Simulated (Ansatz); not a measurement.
**Kick test of a cell of CrC5**

The cell was found from a proposed guess, not taken from experiment.

These are results of DFT PBE, scalar-relativistic, plane waves, PAW in Ansatz, not measurements. Cutoff 420 eV; k points 12×12×2 on the computed 12-atom cell (Γ-centred); Gaussian smearing, width 0.10 eV; collinear spin from starting moments 0.5 0.5 0.0 0.0 0.0 0.0 0.0 0.0 0.0 0.0 0.0 0.0 μB.

The cell below (12 atoms, space group P-3m1 (No. 164)) is relaxed within its symmetry.

```xyz
12
Lattice="2.4949 0.0000 0.0000 -1.2475 2.1607 0.0000 0.0000 0.0000 22.5449" Properties=species:S:1:pos:R:3 pbc="T T T"
Cr    1.2475    0.7202   12.3087
Cr    0.0000    1.4405   10.2362
C     0.0000    0.0000   18.3470
C     1.2475    0.7202   18.3467
C     0.0000    1.4405   22.5451
C     1.2475    0.7202   -0.0002
C     0.0000    0.0000    4.1979
C     0.0000    1.4405    4.1982
C     0.0000    0.0000   14.2806
C     0.0000    1.4405   14.2708
C     0.0000    0.0000    8.2643
C     1.2475    0.7202    8.2741
```

For the test it was strained at random (σ = 1.5 % a component), the atoms were moved at random (σ = 0.10 Å), and all was relaxed again on a coarse 12×12×1 mesh (in the run’s order of axes) with 0.20 eV smearing, with no symmetry imposed.

No dispersion correction is applied, so the spacing and binding between layers, chains or molecules are poorly described. Another magnetic order may lie lower.

Q: Does it come back?

A: It doesn't return. The energy falls by 88 meV/atom on that mesh, the volume changes by 0.1 %, and the end has space group P1 (No. 1) at a loose tolerance. Relaxed again on a 14×14×2 mesh with 0.10 eV smearing, the new structure lies 89 meV/atom below the first (mesh in the axes of the run's cell; the cell below is made exact in the group named). Space group P1 (No. 1), triclinic, a = 2.486 Å, b = 2.486 Å, c = 23.234 Å, α = 89.5°, β = 89.0°, γ = 60.6°. Cr on its first site has 1 C at 2.10 Å, 8 Cr at 2.40–2.51 Å and 3 C at 2.44–2.51 Å; Cr on its second site has 1 C at 2.10 Å, 8 Cr at 2.40–2.51 Å and 3 C at 2.44–2.51 Å; C on its first site has 3 C at 1.43–1.44 Å; around C on its second site lie 3 C at 1.43–1.44 Å; 8 more sites not described.

```
CELL_PARAMETERS angstrom
2.48577 0.00000 0.00000
1.22164 2.16486 0.00000
0.40376 0.01416 23.23040
ATOMIC_POSITIONS crystal
Cr 0.74644 0.73304 0.54401
Cr 0.29251 0.26568 0.45604
C 0.99160 0.97983 0.81556
C 0.65782 0.64604 0.81556
C 0.31931 0.33563 0.99995
C 0.65312 0.66944 0.99994
C 0.96376 0.01954 0.18442
C 0.29755 0.35333 0.18443
C 0.41475 0.41468 0.63117
C 0.74748 0.74791 0.63448
C 0.62420 0.58406 0.36888
C 0.29147 0.25082 0.36557
```
